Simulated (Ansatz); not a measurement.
All cells below were computed with r2SCAN (plane-wave PAW, Ansatz 0.2.0, no spin polarisation, atoms fixed as given).

**Question.** Rank them by the largest force on an atom, smallest first.
A.
Ga2Cu (500 eV, 9×9×5 mesh on the cell that ran, as a rule the primitive one, methfessel-paxton 0.0446 eV)
```
Ga Cu
1.0
     2.81397    0.00000    0.00000
     0.00000    2.81397    0.00000
     0.00000    0.00000    5.80592
Ga Cu
2 1
Direct
  0.50000 0.50000 0.29500
  0.50000 0.50000 0.70500
  0.00000 0.00000 0.00000
```
B.
TiHgO3 (500 eV, 7×7×7 mesh on the cell that ran, as a rule the primitive one, cold 0.0147 eV)
Space group R-3c:H (No. 167). a = 5.352 Å, b = 5.352 Å, c = 13.539 Å, α = 90.00°, β = 90.00°, γ = 120.00°
| atom | site | symmetry | x | y | z |
| --- | --- | --- | --- | --- | --- |
| O | 18e | .2 | 0.4150 | 0.0000 | 0.2500 |
| Ti | 6b | -3. | 0.0000 | 0.0000 | 0.0000 |
| Hg | 6a | 32 | 0.0000 | 0.0000 | 0.2500 |
C.
LaInRh (500 eV, 8×8×8 mesh on the cell that ran, as a rule the primitive one, fermi-dirac 0.1 eV)
```cif
data_structure
_symmetry_space_group_name_H-M 'I4_1md'
_symmetry_Int_Tables_number 109
_cell_length_a 4.3375
_cell_length_b 4.3375
_cell_length_c 15.4874
_cell_angle_alpha 90.000
_cell_angle_beta 90.000
_cell_angle_gamma 90.000
_cell_volume 291.38
loop_
_atom_site_label
_atom_site_type_symbol
_atom_site_symmetry_multiplicity
_atom_site_Wyckoff_symbol
_atom_site_fract_x
_atom_site_fract_y
_atom_site_fract_z
_atom_site_occupancy
In1 In 4 a 0.00000 0.00000 0.00000 1
Rh1 Rh 4 a 0.50000 0.50000 0.33489 1
La1 La 4 a 0.00000 0.00000 0.41920 1
```

**Answer.** B (0.08 eV/Å), C (0.34 eV/Å), A (0.98 eV/Å).

Origins: LaInRh, a known structure type with other elements, at an estimated volume; TiHgO3, a database entry at a rescaled volume; Ga2Cu, a database entry at a rescaled volume.
